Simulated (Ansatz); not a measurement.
InAs (zinc blende)

```
InAs
1.0
    0.00000     3.09334     3.09334
    3.09334     0.00000     3.09334
    3.09334     3.09334     0.00000
As In
1 1
Cartesian
  1.54667   1.54667   1.54667
  0.00000   0.00000   0.00000
```

The slice is a {100} plane (indices of the conventional cell) through the point (0.000, 0.000, 0.000) (fractional), spanned by u = [100] and v = [0 1 -1] in vectors of this cell: u (4.37 Å) and v (4.37 Å, at 90° to u). It covers one period; positions are fractions (u, v).

Level of theory: PBE (plane waves to 420 eV, PAW, scalar-relativistic; Ansatz, an electronic-structure program). k mesh 9×9×9. Near the nuclei the fields are pseudised (PAW); where an atom keeps semicore shells as valence, they peak there. At this level the bands of InAs touch or barely overlap; measurements give the solid a gap. InAs was relaxed with its symmetry unable to fall.

Q: Predict the map of the valence electron density on the slice.

A: 
```
|@@@%%#*+==-------------==+*#%%@@|
|@@@%##*+==-------------==+*##%@@|
|@%%%#*++==-------------==++*#%%%|
|%%##**+==-----:::::-----==+**##%|
|###**+==----:::::::::----==+**##|
|***++===---:::::::::::---===++**|
|++++===---:::::::::::::---===+++|
|=====----::::.......::::----====|
|====----:::...........:::----===|
|-------:::.............:::------|
|------:::.....     .....:::-----|
|-----::::...         ...::::----|
|-----:::....         ....:::----|
|----::::...           ...::::---|
|----::::...           ...::::---|
|----::::...           ...::::---|
|----::::...           ...::::---|
|----::::...           ...::::---|
|-----:::....         ....:::----|
|-----::::...         ...::::----|
|------:::.....     .....:::-----|
|-------:::.............:::------|
|====----:::...........:::----===|
|=====----::::.......::::----====|
|++++===---:::::::::::::---===+++|
|***++===---:::::::::::---===++**|
|###**+==----:::::::::----==+**##|
|%%##**+==-----:::::-----==+**##%|
|@%%%#*++==-------------==++*#%%%|
|@@@%##*+==-------------==+*##%@@|
|@@@%%#*+==-------------==+*#%%@@|
|@@@@%#*+==-------------==+*#%@@@|
```
Scale: ten equal steps from -1.97 (start of ' ') to 1.12 (end of '@'), in the order ' .:-=+*#%@'. Values: log₁₀ of the valence density in e/Å³. The map has 32 points along u (one character each, u = 0 at the left) and 32 along v (v = 0 in the bottom row). The scale is logarithmic, as a density can span decades between atoms and voids.
